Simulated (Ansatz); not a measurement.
MgO (rock salt)

```xyz
2
Lattice="0.0000 2.1269 2.1269 2.1269 0.0000 2.1269 2.1269 2.1269 0.0000" Properties=species:S:1:pos:R:3 pbc="T T T"
O      0.0000     0.0000     0.0000
Mg     2.1269     2.1269     2.1269
```

The slice is a {111} plane (indices of the conventional cell) through the point (0.000, 0.000, 0.000) (fractional), spanned by u = [100] and v = [-1 2 0] in vectors of this cell: u (3.01 Å) and v (5.21 Å, at 90° to u). It covers one period; positions are fractions (u, v).

These are PBE (plane waves to 420 eV, PAW, scalar-relativistic; Ansatz, an electronic-structure program) values and carry that method's errors. k mesh 13×13×13. Inside the PAW spheres the values are not all-electron values, and peaks at nuclei hang on which shells count as valence. MgO was relaxed with its symmetry unable to fall.

Sketch the density of the lowest conduction band (whole band as if filled, smooth part) on this plane as a map.


```tsv
v \ u	0.00	0.12	0.25	0.38	0.50	0.62	0.75	0.88
0.96	0.65	0.38	0.04	0.07	0.12	0.07	0.04	0.38
0.86	0.05	0.03	0.06	0.12	0.15	0.12	0.06	0.03
0.75	0.11	0.11	0.11	0.11	0.11	0.11	0.11	0.11
0.64	0.15	0.12	0.06	0.03	0.05	0.03	0.06	0.12
0.54	0.12	0.07	0.04	0.38	0.65	0.38	0.04	0.07
0.43	0.13	0.08	0.03	0.22	0.45	0.22	0.03	0.08
0.32	0.15	0.13	0.08	0.05	0.04	0.05	0.08	0.13
0.21	0.07	0.08	0.10	0.13	0.14	0.13	0.10	0.08
0.11	0.19	0.09	0.04	0.10	0.14	0.10	0.04	0.09
0.00	0.71	0.44	0.05	0.07	0.11	0.07	0.05	0.44
```

Values: density of the lowest conduction band (whole band as if filled, smooth part) in e/Å³.
